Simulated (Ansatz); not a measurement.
System: Ge (diamond type, first atom moved by 0.06 Å along [111]), 2 atoms in the cell.

Method: HSE06, plane waves, PAW datasets (generated hard set) (Ansatz 0.2.0 development build).

Cutoff 900 eV; exchange singularity: Wigner-Seitz; k-mesh 4×4×4 Γ-centred; Fermi–Dirac smearing of 0.05 eV; no spin polarisation.

```yaml
crystal:
  lattice:
    - [0.00000, 2.88000, 2.88000]
    - [2.88000, 0.00000, 2.88000]
    - [2.88000, 2.88000, 0.00000]
  atoms:
    - { symbol: Ge, position: [0.00601, 0.00601, 0.00601] }
    - { symbol: Ge, position: [0.25000, 0.25000, 0.25000] }
```
Lattice in Å, positions in fractions of it.

**Question.** Is the cell under compression or tension, and by how much?

**Answer.** The pressure is -2.35 GPa, so at these settings the cell is stretched and would shrink.

**Question.** Which atom feels the largest force? Give all forces.

**Answer.** Ge1 and Ge2, 0.756 eV/Å each.

```
atom  Fx (eV/Å)  Fy (eV/Å)  Fz (eV/Å)
 Ge1     -0.436     -0.436     -0.436
 Ge2      0.436      0.436      0.436
```

The stress includes the program's correction for the finite plane-wave basis.

The k-mesh is coarse, so these values belong to this mesh and can lie far from the converged ones. Potentials made with PBE were used with another functional.
